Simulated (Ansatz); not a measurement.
C in space group Im-3m (No. 229; C on 12d), a = 4.368 Å, b = 4.368 Å, c = 4.368 Å, α = 90.00°, β = 90.00°, γ = 90.00°; the cell used has 6 atoms.

Relaxed with r²SCAN. Independent-particle spectrum: no excitons, no local fields, no scissors shift; 0.1 eV broadening; ε₁ of the summed bands alone.

**Question.** Tabulate the dielectric function from the program Ansatz at the r²SCAN level (PAW).

**Answer.** 

```tsv
E (eV)	ε₁ xx	ε₂ xx
0.0	4.79	0.00
0.3	4.79	0.00
0.6	4.80	0.00
0.9	4.82	0.00
1.2	4.84	0.00
1.5	4.87	0.00
1.8	4.91	0.00
2.1	4.96	0.00
2.4	5.01	0.00
2.7	5.08	0.00
3.0	5.17	0.00
3.3	5.30	0.01
3.6	5.38	0.11
3.9	5.43	0.14
4.2	5.52	0.15
4.5	5.64	0.15
4.8	5.78	0.17
5.1	5.95	0.18
5.4	6.14	0.21
5.7	6.37	0.23
6.0	6.65	0.26
6.3	7.00	0.30
6.6	7.45	0.34
6.9	8.15	0.39
7.2	9.59	1.20
7.5	9.30	2.11
7.8	10.44	2.60
8.1	10.60	4.78
8.4	11.37	6.32
8.7	8.93	9.96
9.0	5.05	10.24
9.3	3.80	8.34
9.6	3.48	6.90
9.9	3.74	6.31
10.2	4.76	5.63
10.5	6.05	6.84
10.8	4.95	8.54
11.1	4.57	11.05
11.4	0.42	9.89
11.7	-0.87	8.85
12.0	-1.29	7.23
```

**Question.** From ε at 3.9 eV (xx: 5.43 + 0.14i), find n, k, the normal reflectivity and the absorption coefficient.

**Answer.** n = 2.33, k = 0.030, R = 16 %, α = 2kE/ħc = 12000 cm⁻¹.

With all bands, ε∞ without local fields is 4.93.

The start of the workflow was typed in or built on a structure type; neither database checked (COD, Materials Project) lists it. It is not the phase usual at ambient conditions (space group No. 194, 227). Symmetry was held in the r²SCAN relaxation; its stability against distortions is not shown here.

Potentials: the earlier of the program's two PAW sets.
